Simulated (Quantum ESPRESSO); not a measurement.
## Si2BPC4 (a curve over one atom's position)

Simulated, not a measurement. The program is pw.x of Quantum ESPRESSO 7.5 (plane-wave density functional theory). The cell is made up: 8 atoms on a wurtzite lattice, with randomly drawn elements, strain and displacements, not relaxed. PseudoDojo standard norm-conserving files (v0.5 for PBE, v0.4.1 for LDA and PBEsol) set the functional; there is no spin polarisation, spin-orbit coupling or dispersion term, and the masses in the input are unused placeholders.

Seven runs move atom 1 (Si, counted in the order of the input) along y and keep all else fixed.

Input of the run at -0.0113:

```
&control calculation='scf', pseudo_dir='./dojo.nc.sr.pbe.v0_5.standard.upf', outdir='./o', disk_io='medium', tprnfor=.true., tstress=.true. /
&system ibrav=0, nat=8, ntyp=4, nbnd=22, ecutwfc=82.02448710, nosym=.true., tot_charge=0,
 occupations='smearing', smearing='fd', degauss=0.0018374661
/
&electrons conv_thr=7.350e-09, electron_maxstep=60, /
ATOMIC_SPECIES
B 1.0 B.upf
C 1.0 C.upf
P 1.0 P.upf
Si 1.0 Si.upf
CELL_PARAMETERS angstrom
3.0245 -0.0295 -0.005
-0.0511 5.2846 0.0006
-0.0081 0.0005 4.9514
ATOMIC_POSITIONS angstrom
Si 0.0453 -0.1196 0.0569
Si 1.4507 2.6536 -0.0544
B 1.5739 0.7404 2.4289
P -0.0453 3.5264 2.571
C -0.1525 0.0609 1.8795
C 1.6086 2.5057 1.9517
C 1.4288 0.7414 4.4932
C -0.0287 3.5415 4.1598
K_POINTS automatic
6 4 4 1 1 1
```

| shift of atom 1 along y (Å) | free energy less that of the input shown (eV) | Fx on atom 1 (eV/Å) | Fy on atom 1 (eV/Å) | Fz on atom 1 (eV/Å) | pressure (GPa) | iterations |
| --- | --- | --- | --- | --- | --- | --- |
| -0.0996 | 0.3498 | -2.534 | 5.490 | 0.281 | -0.62 | 13 |
| -0.0850 | 0.2735 | -2.650 | 4.967 | 0.191 | -0.71 | 13 |
| -0.0113 | 0.0000 | -3.281 | 2.502 | -0.051 | -0.87 | 13 |
| +0.0237 | -0.0687 | -3.607 | 1.431 | -0.055 | -0.77 | 13 |
| +0.0364 | -0.0845 | -3.730 | 1.058 | -0.041 | -0.72 | 13 |
| +0.0606 | -0.1016 | -3.970 | 0.368 | 0.008 | -0.57 | 13 |
| +0.0995 | -0.0953 | -4.372 | -0.679 | 0.142 | -0.26 | 12 |

A cubic fit gives dFy/dy = -30.92 eV/Å² at zero shift. Across the table the free energy follows the integral of the force to within 0.1 meV. A rerun of one of the cells at 1347 eV and a 8 x 6 x 6 mesh moved values by no more than 0.003 eV in energy, 0.17 GPa in stress and 0.010 eV/Å in force.